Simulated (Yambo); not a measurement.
Yambo run on ZnTe (zinc blende, space group F-43m, No. 216). The wavefunctions come from this Quantum ESPRESSO step (PBE, PseudoDojo stringent norm-conserving files, scalar-relativistic):

```
&CONTROL
  calculation = 'nscf'
  pseudo_dir = './pseudo'
  outdir = './out'
/
&SYSTEM
  ibrav = 0
  nat = 2
  ntyp = 2
  ecutwfc = 106.6
  ecutrho = 426.4
  occupations = 'fixed'
  force_symmorphic = .true.
  nbnd = 259
/
&ELECTRONS
  conv_thr = 2e-09
  diago_full_acc = .true.
  diago_thr_init = 1e-08
/
ATOMIC_SPECIES
Zn 65.3800 Zn.upf
Te 127.6000 Te.upf
CELL_PARAMETERS angstrom
  0.000000000000   3.032137411000   3.032137411000
  3.032137411000   0.000000000000   3.032137411000
  3.032137411000   3.032137411000   0.000000000000
ATOMIC_POSITIONS crystal
Zn   0.500000000000   0.500000000000   0.500000000000
Te   0.750000000000   0.750000000000   0.750000000000
K_POINTS automatic
4 4 4 0 0 0
```

Yambo input:

```
rim_cut
gw0
dyson
el_el_corr
HF_and_locXC
ppa
em1d
RandQpts= 1000000
RandGvec= 1 Ry
EXXRLvcs= 106.6 Ry
VXCRLvcs= 426.4 Ry
Chimod= "HARTREE"
% BndsRnXp
 9 | 257 |
%
NGsBlkXp= 15 Ry
% LongDrXp
 1.0 | 1.0 | 1.0 |
%
PPAPntXp= 27.2114 eV
% GbndRnge
 1 | 257 |
%
GTermKind= "BG"
DysSolver= "n"
ExtendOut
% QPkrange
 1 | 1 | 22 | 23 |
 3 | 3 | 22 | 23 |
 7 | 7 | 22 | 23 |
 8 | 8 | 22 | 23 |
%
```

k points by index: 1 = Γ, 3 = L, 7 = X, 8 = W.

Table of the .qp output:

```
#    K-point    Band    Eo [eV]    E [eV]    E-Eo [eV]    Vxc [eV]    Vnlxc [eV]    Sc|Eo [eV]    Sc|E [eV]    dSc/dw|Eo [eV]    Re(Z)    Im(Z)
#
    1    22    0.000000    -0.754720    -0.754720    -15.24199    -17.27603    1.089987    1.279321    -6.825687    0.799461    -0.001335
    1    23    1.336526    1.421915    0.085389    -13.05554    -8.926716    -4.022988    -4.043430    -6.506517    0.807029    -0.001304
    3    22    -0.923176    -1.752292    -0.829117    -14.06077    -16.37724    1.275333    1.487350    -6.957567    0.796375    -0.001387
    3    23    1.809121    1.826927    0.017806    -11.95021    -8.062278    -3.865878    -3.870124    -6.450357    0.808375    -0.001318
    7    22    -2.234286    -3.162622    -0.928336    -12.51068    -15.25298    1.568226    1.813964    -7.202178    0.790714    -0.001486
    7    23    2.255771    2.199031    -0.056740    -11.24988    -7.587707    -3.732211    -3.718910    -6.390574    0.809813    -0.001330
    8    22    -2.678733    -3.611831    -0.933098    -11.54255    -14.24513    1.522748    1.769488    -7.194642    0.790887    -0.001500
    8    23    4.590132    4.760342    0.170211    -13.22149    -8.488708    -4.518545    -4.562573    -7.037298    0.794523    -0.366110E-3
```
(The two width columns are left out.) Convergence of these settings isn't established.

Spin-orbit coupling is not included.

Geometry relaxed with PBEsol.
